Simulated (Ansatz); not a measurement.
**TiSi₂, one cell by several methods**

```
Ti Si
1.0
     0.00000    4.11800    4.26150
     2.38650    0.00000    4.26150
     2.38650    4.11800    0.00000
Ti Si
2 4
Direct
  0.75000 0.75000 0.75000
  0.50000 0.50000 0.50000
  0.08300 0.41700 0.08300
  0.41700 0.08300 0.41700
  0.16700 0.83300 0.16700
  0.83300 0.16700 0.83300
```

Atoms are numbered in the order listed.

The cell is COD entry 1010453, as deposited and not checked against the literature; nothing was relaxed. It is an old determination, and later ones may differ.

Methods: DFT, PBEsol, PAW with Ansatz's default frozen-core files, scalar-relativistic (Ansatz 0.2.0); DFT, PBEsol, all-electron PAW with datasets made for the crystal, scalar-relativistic (Ansatz 0.2.0); DFT, PBEsol, all-electron LAPW, scalar-relativistic (Ansatz 0.2.0).

For PAW: a Γ-centred 8×8×8 k mesh, Fermi–Dirac smearing of 0.08 eV, cutoff 420 eV, no spin polarisation; the PAW files were made with PBE, and the program remakes their frozen cores for this functional. The crystal-made all-electron datasets (AE datasets) take a cutoff of 260 eV at this cell. LAPW targets a basis error of 0.5 meV/atom. The Ansatz runs share mesh, smearing and spin set-up. Plane-wave (PAW) pressures include the program's estimate of the Pulay term.

Stress and pressure are positive in compression.

Levels count from the Fermi level.

| quantity | PAW | AE datasets | LAPW |
| --- | --- | --- | --- |
| pressure (GPa) | -1.73 | -1.73 | -1.73 |
| stress xx (GPa) | -1.10 | -1.09 | -1.09 |
| stress yy (GPa) | -2.03 | -2.02 | -2.02 |
| stress zz (GPa) | -2.05 | -2.07 | -2.07 |
| force on Si3, y (eV/Å) | 0.173 | 0.173 | 0.172 |
| highest filled level at Σ0 (eV) | -0.444 | -0.445 | -0.445 |
| lowest empty level at Σ0 (eV) | 0.010 | 0.009 | 0.009 |
| highest filled level at Y (eV) | -0.859 | -0.859 | -0.859 |
| lowest empty level at Y (eV) | 1.265 | 1.265 | 1.265 |
| highest filled level at Γ (eV) | -0.944 | -0.944 | -0.944 |
| lowest empty level at Γ (eV) | 2.021 | 2.021 | 2.021 |

PAW's pressure differs from the LAPW value by about 0.01 GPa or less.
